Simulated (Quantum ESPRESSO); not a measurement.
# Kohn-Sham bands of GaSb (zinc blende)

```yaml
crystal:
  lattice:
    - [0.00000, 3.06860, 3.06860]
    - [3.06860, 0.00000, 3.06860]
    - [3.06860, 3.06860, 0.00000]
  atoms:
    - { symbol: Ga, position: [0.00000, 0.00000, 0.00000] }
    - { symbol: Sb, position: [0.25000, 0.25000, 0.25000] }
```

Cell from Materials Project (mp-1156), symmetrised, no further relaxation. COD (Crystallography Open Database) has an entry of this formula and space group (matched by these alone). Method: PBE plane waves in Quantum ESPRESSO 7.5 (PseudoDojo norm-conserving files, 64 Ry, no spin polarisation, no spin-orbit coupling), Bloch states on a 10×10×10 mesh through Γ, Wannier90 4.0.1. Density: 10×10×10 mesh, Gaussian smearing 0.01 Ry. Spin-orbit coupling is left out although heavy elements are present.

### Question
List the Kohn-Sham levels between −8 and 3.0 eV relative to the Fermi level at the high-symmetry points, as a band run of pw.x on that density gives them (levels within 2 meV counted together).

### Answer
```json
[
 {"point": "Γ", "k (reciprocal lattice)": "0.000 0.000 0.000", "levels (eV)": "-0.11, -0.07 (×3), 2.73 (×3)"},
 {"point": "X", "k (reciprocal lattice)": "-0.500 -0.500 0.000", "levels (eV)": "-6.82, -2.60 (×2), 0.86, 1.21"},
 {"point": "U", "k (reciprocal lattice)": "-0.375 -0.375 0.250", "levels (eV)": "-6.65, -3.62, -2.23, 1.36"},
 {"point": "K", "k (reciprocal lattice)": "-0.375 0.000 0.375", "levels (eV)": "-6.65, -3.62, -2.23, 1.36"},
 {"point": "L", "k (reciprocal lattice)": "0.000 0.000 0.500", "levels (eV)": "-6.38, -1.20 (×2), 0.32"},
 {"point": "W", "k (reciprocal lattice)": "-0.500 -0.250 0.250", "levels (eV)": "-6.69, -3.37, -3.15"}
]
```
